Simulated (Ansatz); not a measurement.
This is a single-point calculation with the PAW code Ansatz on SnSe2 built on the CdI2 prototype; the level of theory is HSE06. The cell was relaxed with r2SCAN+rVV10 and then strained (uniaxial +2.0 % along z, other directions held), with the atoms relaxed again with r2SCAN+rVV10; k points keep the names of the unstrained zone.

```yaml
crystal:
  lattice:
    - [3.8251493202, 0.0, 0.0]
    - [-1.9125746601, 3.3126764845, 0.0]
    - [0.0, 0.0, 6.3516207428]
  atoms:
    - { symbol: Sn, position: [0.0, 0.0, 0.0] }
    - { symbol: Se, position: [0.3333333333, 0.6666666667, 0.2485898278] }
    - { symbol: Se, position: [0.6666666667, 0.3333333333, 0.7514101722] }
kpoints:
  mp_grid: { grid: [6, 6, 4] }
  band_path:
    path:
      - [0.0, 0.0, 0.0]
      - [0.5, 0.0, 0.0]
      - [0.3333333333, 0.3333333333, 0.0]
      - [0.0, 0.0, 0.5]
      - [0.5, 0.0, 0.5]
      - [0.3333333333, 0.3333333333, 0.5]
      - [0.0, 0.148437, -0.140625]
      - [0.0, 0.466146, 0.351562]
    npoints: 1
hamiltonian:
  xc: hse06
scf:
  occupations: { method: fixed }
  n_extra_bands: 4
output:
  forces: true
  stress: true
  eigenvalues: true
  write_density: true
  write_potential: true
  elf: true
  volumetric_format: npy
```

The output follows, shortened, with numbered blanks.
```
Functional definition: HSE06
Crystal: 3 atoms, lattice volume = 80.484 Å³
[1]
Bands: 27, of which v1, the nominal top of the filled ones, is band 23 counted from 1 (22 counted from 0)
Symmetry: 12 space group operations
Space group: P-3m1 (ITA 164)
k-points: 24 of 144
[warm-up without exact exchange]
SCF 1 stopped early in 4 iterations: F = -16963.351128 eV  dr2 = 6.51e-6
[exact exchange on]
Exchange kernel: α = 0.2500, screened, ω = 0.2079 Å⁻¹, Wigner–Seitz truncation, v(0) = 1046.6234 eV·Å³, q-mesh 6×6×4
SCF 2 stopped early in 7 iterations: F = -16970.493063 eV  dr2 = 1.11e-6
hybrid outer 1: dexx = +1.379e-2 eV, tail = 1.57e-4 eV
SCF 3 converged in 5 iterations: F = -16970.493251 eV  dr2 = 1.94e-10
hybrid outer 2: dexx = +1.072e-6 eV, tail = 4.66e-8 eV, Δε = 3.26e-3 eV, ΔF = 1.12e-2 eV/Å
SCF 4 converged in 2 iterations: F = -16970.493252 eV  dr2 = 1.40e-10
hybrid outer 3: dexx = +5.740e-10 eV, tail = 5.58e-10 eV, Δε = 4.23e-5 eV, ΔF = 2.28e-4 eV/Å
hybrid SCF converged: 3 outer / 14 inner (+4 warm-up)
Free energy (F): -16970.493252 eV
[2]
--- Per-component energies (eV) ---
  E_band       = -1008.900730
  E_kinetic    = 422.007819
  E_local      = -6236.548734
  E_nonlocal   = -1224.261967
  E_hartree    = 3185.735155
  E_xc         = -466.398792
  E_vxc        = -232.600437
  E_exx        = -172.957709
  E_paw        = -7918.537247
  E_vpaw       = 236.948982
  E_ewald      = -4557.647461
  E_core_change = -1.883087
--- Forces (eV/Å), atoms counted from 1 ---
[3]
--- Stress (GPa, compression-positive) ---
       -0.063948       0.000000       0.000000
        0.000000      -0.063948       0.000000
        0.000000       0.000000      -0.420082
  P = ⅓ Tr σ = -0.1827 GPa (-1.827 kbar)
--- Band table (eV; the first three rows and the last of 24) ---
[4]
```

The rows of the band table are 0: (0, 0, 0) = Γ, 1: (0, 0, 1/4), 2: (0, 0, -1/2) = A, 23: (1/3, 1/3, -1/2) = H.

Question: What stood in the gaps? They hold the forces, the Fermi energy and the band table, cutoff and plane waves at Γ.

Answer:
```
[1]
Basis set: ecut = 420 eV, 1581 PW (Γ)
[2]
Fermi energy:    6.968057 eV
[3]
  atom   1  Sn      0.00000      0.00000      0.00000
  atom   2  Se      0.00000      0.00000    -0.22747
  atom   3  Se      0.00000      0.00000      0.22747
[4]
  k-point 0: bands = […, 0.4681, 6.3940, 6.3940, 6.7195, 6.7435, 6.7435, 8.7868, 10.8946, 12.5694, 12.5694]
  k-point 1: bands = […, 0.8639, 5.6651, 6.3449, 6.3449, 6.8161, 6.8161, 9.5954, 10.8810, 12.4484, 12.4484]
  k-point 2: bands = […, 1.3619, 4.7774, 6.3076, 6.3076, 6.8774, 6.8774, 10.1775, 10.8179, 12.3335, 12.3335]
  k-point 23: bands = […, -0.7478, 2.6366, 2.6366, 3.1298, 6.4749, 6.4749, 10.0682, 12.4483, 12.4483, 14.0836]
```
Only the leading digits can be foreseen; the rest is this run's record.

HSE06 gives an indirect gap of 1.29 eV, from k = (0, 0.148, -0.141) to k = (0, 0.466, 0.352); the least direct gap is 1.86 eV at k = (0, 0.466, 0.352). The mean stress, -0.2 GPa, is small, and the program warns that its thresholds are loose for a hybrid's stress. The largest force is 0.23 eV/Å.

Run as `ansatz run input.yaml --threads 2 --pin off --max-ram 2211MiB --backend cpu --events-out ev --progress --plain --runs-dir out`. It took 67 s on 2 threads of AMD EPYC 9R45 96-Core Processor (Zen 5), on a shared host, load about 0.1 per core; peak host memory 1.7 GiB.

No spin polarisation and no zero-point or thermal motion.

Spin-orbit coupling is left out, which matters wherever the heavy atoms make up the band edges.

The meshes of the hybrids are coarse, so their gaps aren't converged to the digits shown.
